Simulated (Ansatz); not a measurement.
AlGaN₂ in space group P3m1 (No. 156; Pearson symbol hP8), the program Ansatz at the r²SCAN level (PAW). The conduction-band minimum lies at Γ, with 1 equivalent valley. Second derivatives d²E/dk² of the lowest band at one valley (eV·Å²), along Cartesian directions:

```json
[
 {"direction": "[100]", "d²E/dk²": "30.35"},
 {"direction": "[010]", "d²E/dk²": "30.35"},
 {"direction": "[001]", "d²E/dk²": "30.13"},
 {"direction": "[110]", "d²E/dk²": "30.35"},
 {"direction": "[101]", "d²E/dk²": "30.24"},
 {"direction": "[011]", "d²E/dk²": "30.24"}
]
```

Find the principal effective masses, the density-of-states mass and the conductivity mass.

Off-diagonal terms follow from H_xy = H[110] − (H_xx + H_yy)/2, and m*/mₑ = 7.620 eV·Å² over each eigenvalue: 0.25, 0.25, 0.25. One valley's DOS mass (m₁m₂m₃)^(1/3) = 0.25, conductivity mass 3/(Σ 1/mᵢ) = 0.25 mₑ.

What effective density of states Nc follows at 300 K for parabolic valleys?

Nc = 2.509e19 × 1 × (0.25)^(3/2) ≈ 3.1e18 cm⁻³.

The start of the workflow was typed in or built on a structure type; the Crystallography Open Database copy checked does not list it. Whether it is the stable phase at ambient conditions was not checked. The r²SCAN relaxation kept the symmetry of its start; whether a distortion lowers the energy is not shown. Scalar-relativistic: spin–orbit coupling is off unless named, which matters more the heavier the elements.

Potentials: the earlier of the program's two PAW sets.

Edges and masses are those of Kohn–Sham bands, whose gap is no quasiparticle gap.
